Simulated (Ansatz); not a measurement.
AlN (F-43m) from a database structure, relaxed with r2SCAN, was run in Ansatz 0.2.0 under altered settings. All numbers are computed, without spin polarisation but where a row says otherwise.

```yaml
crystal:
  lattice:
    - [0.00000, 2.18488, 2.18488]
    - [2.18488, 0.00000, 2.18488]
    - [2.18488, 2.18488, 0.00000]
  atoms:
    - { symbol: Al, position: [0.00000, 0.00000, 0.00000] }
    - { symbol: N, position: [0.75000, 0.75000, 0.75000] }
```

The base run's other keys:
```yaml
kpoints:
  mp_grid: { grid: [4, 4, 4] }
hamiltonian:
  xc: hse06
scf:
  occupations: { method: fixed }
  n_extra_bands: 4
```

It takes 11 iterations with 411 plane waves at 420 eV and 8 k points, and leaves a mean stress of -0.56 GPa. The gap over this mesh is 4.548 eV. It ran on 4 threads of Arm Neoverse V1 (shared host).

Outcomes, with energy and stress as changes against the base:

| setting | outcome | ΔF (meV/atom) | Δ mean stress (GPa) | gap on the mesh (eV) | iterations | wall time |
| --- | --- | --- | --- | --- | --- | --- |
| PBE hybrid, exx coeff 0.05, omega 0.1 1/Å | converged | – | +4.1 | 3.612 | 9 | 1.6 s |
| PBE hybrid, exx coeff 0.3, omega 0.1 1/Å | converged | – | -1.2 | 5.218 | 10 | 1.8 s |
| scf.exx.ecutfock_ratio: 2 | converged | +0.1 | 0.0 | 4.548 | 11 | 1.6 s |
| scf.occupations: gaussian 0.001 | converged | 0.0 | 0.0 | 4.548 | 11 | 1.8 s |

A dash marks a value that wasn't obtained or can't be compared. Stress is positive in compression. The base took 1.8 s.

- PBE hybrid, exx coeff 0.05, omega 0.1 1/Å. That is 5 % exact exchange, screened with ω = 0.1 1/Å, against HSE06's 25 % screened at 0.208 1/Å. The mean stress moves by +4.1 GPa and the gap on the mesh by -0.937 eV (to 3.612). Totals of different functionals aren't comparable. The program warns that on this mesh the truncation of the exchange isn't bounded, so part of the change can be an error of the mesh.
- PBE hybrid, exx coeff 0.3, omega 0.1 1/Å. That is 30 % exact exchange, screened with ω = 0.1 1/Å, against HSE06's 25 % screened at 0.208 1/Å. The mean stress moves by -1.2 GPa and the gap on the mesh by +0.670 eV (to 5.218). Totals of different functionals aren't comparable. The program warns that on this mesh the truncation of the exchange isn't bounded, so part of the change can be an error of the mesh.

Within 1 meV an atom, 0.1 GPa and 0.005 eV of the base stay: scf.exx.ecutfock_ratio: 2; scf.occupations: gaussian 0.001.

The program warns that its thresholds are loose for a hybrid's stress.

The meshes of the hybrids are coarse, so their gaps aren't converged to the digits shown.
